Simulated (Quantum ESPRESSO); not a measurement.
# GaF: changing the dispersion correction

```yaml
crystal:
  lattice:
    - [0.00000, 2.84624, 2.84624]
    - [2.84624, 0.00000, 2.84624]
    - [2.84624, 2.84624, 0.00000]
  atoms:
    - { symbol: Ga, position: [0.25000, 0.25000, 0.25000] }
    - { symbol: F, position: [0.00000, 0.00000, 0.00000] }
```

The cell comes from a database or a generator and needn't be the stable form of this composition.

Kept alike: task phonons; functional PBE; k mesh 6 × 6 × 6, shifted; occupations fermi-dirac, width 0.05 eV; no spin polarisation. Program: Quantum ESPRESSO, JTH 2.0 PBE, cutoff 707 eV. The mesh is that of the run's cell of 2 atoms. No spin-orbit coupling.

| dispersion correction | electronic dielectric constant (mean of the diagonal) |
| --- | --- |
| D2 | 4.40 |
| D3(BJ) two-body | 3.66 |
| none | 3.96 |

The electronic dielectric constant runs from 3.66 (D3(BJ) two-body) to 4.40 mean of the diagonal (D2).
